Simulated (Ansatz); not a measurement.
ZrCoSn:
```xyz
9
Lattice="7.0441 0.0000 0.0000 -3.5220 6.1003 0.0000 0.0000 0.0000 3.5673" Properties=species:S:1:pos:R:3 pbc="T T T"
Zr     4.2370     0.0000     1.7836
Zr     1.4035     2.4310     1.7836
Zr    -2.1185     3.6694     1.7836
Co     0.0000     0.0000     1.7836
Sn     1.8666     0.0000     0.0000
Sn     2.5887     4.4838     0.0000
Sn    -0.9333     1.6165     0.0000
Co     0.0000     4.0669     0.0000
Co     3.5220     2.0334     0.0000
```

Relaxed with PBEsol.

Task: Map the electron localisation function on the plane through (0.602, 0.000, 0.500) spanned by u = [1, 0, 0] and v = [0, 0, 1] in lattice vectors, from plane-wave PAW PBEsol (Ansatz code).

Result: x is the fraction of u, y of v (the angle between them is 90°; rows are the nearest grid lines); atoms in the plane: Zr at (0.00, 0.00), Co at (0.40, 0.00), Sn at (0.66, 0.50).
```
|016863233224899973112333222101478620|
|137863233223799973112333322111378731|
|678752233212478742113443333211257876|
|887631234211234321134433333321136788|
|765311234321122211243332333332112567|
|321101233332111122333222233333211123|
|110011233332222223332211122333321111|
|111112233332222223322100001333432111|
|211122223322221222221000001233443222|
|222222222222211222221000000233443322|
|211122223322221222221000001233443222|
|111112233332222223322100001333432111|
|110011233332222223332211122333321111|
|321101233332111122333222233333211123|
|765311234321122211243332333332112567|
|887631234211234321134433333321136788|
|678752233212478742113443333211257876|
|137863233223799973112333322111378731|
|016863233224899973112333222101478620|
```
Scale: ten equal steps from 0.001 (start of '0') to 0.987 (end of '9'), in the order '0123456789'; x runs from 0.000 to 1.00, y from 0.000 (bottom) to 1.00 (top).

The density is the valence pseudo-density with augmentation charge, so density and ELF within about 1 Å of a nucleus are not all-electron values.

Space group P-62m. The workflow started from an entry of the Crystallography Open Database (COD). Whether it is the stable phase at ambient conditions was not checked. The PBEsol relaxation kept the symmetry of its start; its stability against distortions is not shown here. The workflow began spin-polarised and lost its moments. Spin–orbit coupling is left out wherever it is not named.

Potentials: the later of the program's two PAW sets.
